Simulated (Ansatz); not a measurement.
Gd (hcp, Mg type)

```xyz
2
Lattice="3.6484 0.0000 0.0000 -1.8242 3.1596 0.0000 0.0000 0.0000 5.8348" Properties=species:S:1:pos:R:3 pbc="T T T"
Gd     0.0000     2.1064     4.3761
Gd     1.8242     1.0532     1.4587
```

The slice is a (1 -1 0 0) plane (indices of the conventional cell) through the point (0.333, 0.667, 0.750) (fractional), spanned by u = [110] and v = [001] in vectors of this cell: u (3.65 Å) and v (5.83 Å, at 90° to u). It covers one period; positions are fractions (u, v).

Computed with PBE (plane waves to 420 eV, PAW, scalar-relativistic; Ansatz, an electronic-structure program). k mesh 15×15×8. Inside the PAW spheres the values are not all-electron values, and peaks at nuclei hang on which shells count as valence. Gd was relaxed with its symmetry unable to fall. Relaxed Gd ends ferromagnetic. The magnetic order is the one the run started from; other orders were not tried. The f-shell state is unchecked: a lower one may exist.

### Question
What is the valence density on the shortest Gd–Gd line in this plane (3.65 Å), at its midpoint?

### Answer
0.10 e/Å³.

### Question
What is the ELF at the midpoint of the shortest Gd–Gd line in this plane (3.65 Å)?

### Answer
0.20.

### Question
Predict the map of the electrostatic potential energy of an electron, from the cell's mean on the slice.

### Answer
| v \ u | 0.00 | 0.10 | 0.20 | 0.30 | 0.40 | 0.50 | 0.60 | 0.70 | 0.80 | 0.90 |
|---|---|---|---|---|---|---|---|---|---|---|
| 0.94 | x | x | x | <-1.0 | 4.2 | 6.1 | 4.2 | <-1.0 | x | x |
| 0.84 | x | x | <-1.0 | 3.3 | 6.5 | 7.4 | 6.5 | 3.3 | <-1.0 | x |
| 0.75 | 3.7 | 4.3 | 5.4 | 6.4 | 6.9 | 7.1 | 6.9 | 6.4 | 5.4 | 4.3 |
| 0.66 | 7.5 | 7.3 | 6.5 | 5.1 | 3.7 | 3.0 | 3.7 | 5.1 | 6.5 | 7.3 |
| 0.56 | 7.7 | 7.1 | 5.1 | 1.6 | <-1.0 | <-1.0 | <-1.0 | 1.6 | 5.1 | 7.1 |
| 0.47 | 7.7 | 6.9 | 4.7 | 0.7 | <-1.0 | <-1.0 | <-1.0 | 0.7 | 4.7 | 6.9 |
| 0.38 | 7.8 | 7.4 | 6.1 | 4.0 | 1.7 | 0.7 | 1.7 | 4.0 | 6.1 | 7.4 |
| 0.28 | 5.8 | 5.9 | 6.3 | 6.4 | 6.3 | 6.2 | 6.3 | 6.4 | 6.3 | 5.9 |
| 0.19 | <-1.0 | <-1.0 | 1.1 | 4.8 | 7.0 | 7.6 | 7.0 | 4.8 | 1.1 | <-1.0 |
| 0.09 | x | x | x | <-1.0 | 4.9 | 6.6 | 4.9 | <-1.0 | x | x |
| 0.00 | x | x | x | <-1.0 | 3.5 | 5.7 | 3.5 | <-1.0 | x | x |

Values: electrostatic potential energy of an electron, from the cell's mean, in eV. Points within 1 Å of a nucleus are blanked (x), as the pseudised field means little there. Values under -1 eV are set to -1. The zero, the cell's mean, hangs on the PAW cores.
